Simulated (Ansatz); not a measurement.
Data:

CsSnI₃ (cubic perovskite)

```
CsSnI3
1.0
    6.22511     0.00000     0.00000
    0.00000     6.22511     0.00000
    0.00000     0.00000     6.22511
Cs Sn I
1 1 3
Cartesian
  0.00000   0.00000   0.00000
  3.11255   3.11255   3.11255
  0.00000   3.11255   3.11255
  3.11255   3.11255   0.00000
  3.11255   0.00000   3.11255
```

In this cell atom 1 (Cs, nearest neighbour I at 4.402 Å; its periodic images, 6.2 Å or more away, move with it) is moved by s along Cartesian x, unit vector (1.000, 0.000, 0.000); all other atoms and the cell stay fixed.

Method: r2SCAN (plane waves to 500 eV, PAW, scalar-relativistic; Ansatz, a first-principles code). k mesh 5×5×5 (Γ-centred), Fermi-Dirac smearing 0.05 eV. Energies are smeared free energies. On this mesh the relaxed cell isn't quite at rest: it carries a pressure of -0.1 GPa (compression positive) at the zero of the scan. CsSnI3 was relaxed with its symmetry unable to fall. Spin-orbit coupling is left out, though I is heavy. The PAW data are Ansatz's earlier set. This is a high-temperature form of CsSnI3. ΔE is measured from the undisplaced structure.

The scan covers s from -0.440 to 0.440 Å in 11 points.

### Question
Is the energy the same for equal positive and negative displacements?

### Answer
Even: the same for both signs. With its periodic images moving along, the atom's site symmetry in this cell is m-3m.

### Question
What is the energy change at s = 0.440 Å?

### Answer
15.3 meV/cell.

### Question
What force acts on the atom along the line at s = -0.440 Å?

### Answer
0.086 eV/Å.

### Question
What is the force constant k = d²E/ds² of this move at s = 0?

### Answer
0.12 eV/Å².

(For displaced atoms, the force is minus the slope of the energy, and its curvature is a force constant, which sets phonon frequencies.)
